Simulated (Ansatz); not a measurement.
MoPd2:
```
CELL_PARAMETERS angstrom
     -1.37012     1.97391     4.10436
      1.37012    -1.97391     4.10436
      1.37012     1.97391    -4.10436
ATOMIC_POSITIONS crystal
  Mo 0.00000 0.00000 0.00000
  Pd 0.33448 0.33448 0.00000
  Pd 0.66552 0.66552 0.00000
```

Relaxed with r²SCAN. Special points in fractions of this cell's reciprocal vectors: Γ (0.000, 0.000, 0.000); X (0.500, 0.500, -0.500); F2 (0.278, 0.722, -0.278); Σ0 (-0.278, 0.278, 0.278); Y0 (0.308, -0.308, 0.308); U0 (0.692, 0.308, -0.308); R (0.000, 0.500, 0.000); W (0.250, 0.250, 0.250); S (0.500, 0.000, 0.000); T (0.000, 0.000, 0.500).

List the band energies nearest the Fermi level at these points for plane-wave PAW r²SCAN (Ansatz code).

In eV from the Fermi level; about four levels below and three above (degenerate sets whole), none deeper than 8.9 eV; points with the same levels are listed once.

| k | below | above |
|---|---|---|
| Γ | -2.18 -1.79 -1.43 -0.98 | 1.40 2.14 5.83 |
| X | -2.06 -1.98 -1.94 -1.14 | 1.29 1.60 1.98 |
| F2 | -2.25 -1.74 -1.70 0.00 | 0.07 0.26 0.83 |
| Y0 | -1.72 -1.70 -1.39 -1.27 | 0.64 1.09 1.77 |
| R | -4.07 -3.22 -1.99 -1.78 | 0.01 0.37 0.45 |
| W | -2.07 -1.42 -1.10 -0.30 | 0.78 2.89 3.58 |
| S | -2.21 -2.08 -1.36 -1.30 | 0.63 0.82 1.32 |
| T | -2.57 -2.35 -0.97 -0.56 | 0.52 0.67 0.82 |

Space group Immm. The first step of the workflow began from a Materials Project structure, measured or hypothetical; the Crystallography Open Database copy checked does not list it. With Mo and Pd taken as one species the cell has the higher symmetry Fm-3m, so it may be an ordered model of a mixed-site phase. Its standing as an ambient phase is unchecked. The cell was relaxed with r²SCAN under the symmetry of its start; whether a distortion lowers the energy is not shown. No spin polarisation was allowed. Spin–orbit coupling is left out wherever it is not named.

Potentials: the later of the program's two PAW sets.
